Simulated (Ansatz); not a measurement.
Sb (A7 type, space group R-3m)

```
CELL_PARAMETERS angstrom
      2.16397     1.24937     3.78144
     -2.16397     1.24937     3.78144
      0.00000    -2.49874     3.78144
ATOMIC_POSITIONS crystal
  Sb 0.23324 0.23324 0.23324
  Sb 0.76676 0.76676 0.76676
```

Scan: atom 1 (Sb, nearest neighbour Sb at 2.920 Å; its periodic images, 4.3 Å or more away, move with it) is displaced along Cartesian x, direction (1.000, 0.000, 0.000) in Cartesian axes, by s. The other atoms stay.

These are r2SCAN+rVV10 (plane waves to 500 eV, PAW, scalar-relativistic; Ansatz, a program for electronic structure) values and carry that method's errors. k mesh 11×11×11 (Γ-centred), Fermi-Dirac smearing 0.05 eV. E stands for the smeared free energy. With partly filled bands, energies and forces of such displacements shift with the k mesh and the smearing. Sb was relaxed with its symmetry unable to fall. Spin-orbit coupling is left out, though Sb is heavy. ΔE is measured from the undisplaced structure. The last digit holds for this mesh only.

```json
[
 {"s (Å)": "-0.580", "ΔE (meV/cell)": "604.4"},
 {"s (Å)": "-0.464", "ΔE (meV/cell)": "346.2"},
 {"s (Å)": "-0.348", "ΔE (meV/cell)": "174.2"},
 {"s (Å)": "-0.232", "ΔE (meV/cell)": "withheld"},
 {"s (Å)": "-0.116", "ΔE (meV/cell)": "16.5"},
 {"s (Å)": "0.000", "ΔE (meV/cell)": "0.0"},
 {"s (Å)": "0.116", "ΔE (meV/cell)": "16.5"},
 {"s (Å)": "0.232", "ΔE (meV/cell)": "withheld"},
 {"s (Å)": "0.348", "ΔE (meV/cell)": "174.2"},
 {"s (Å)": "0.464", "ΔE (meV/cell)": "346.2"},
 {"s (Å)": "0.580", "ΔE (meV/cell)": "604.4"}
]
```

Problem. Fit an even polynomial form (powers 2, 4, 6) to the given rows and predict ΔE at s = 0.232.

Solution. Least squares on the 9 given rows: ΔE = (1192)·s² + (2171)·s⁴ + (-1111)·s⁶, in meV/cell with s in Å; root-mean-square residual 0.04 meV/cell. At 0.232 the fit gives 70.3 meV/cell; the calculation gives 70.1 meV/cell, so the interpolation is off by 0.2 (+0.3 %). The quadratic term alone would give 64.2 meV/cell.

(For displaced atoms, the force is minus the slope of the energy, and its curvature is a force constant, which sets phonon frequencies.)
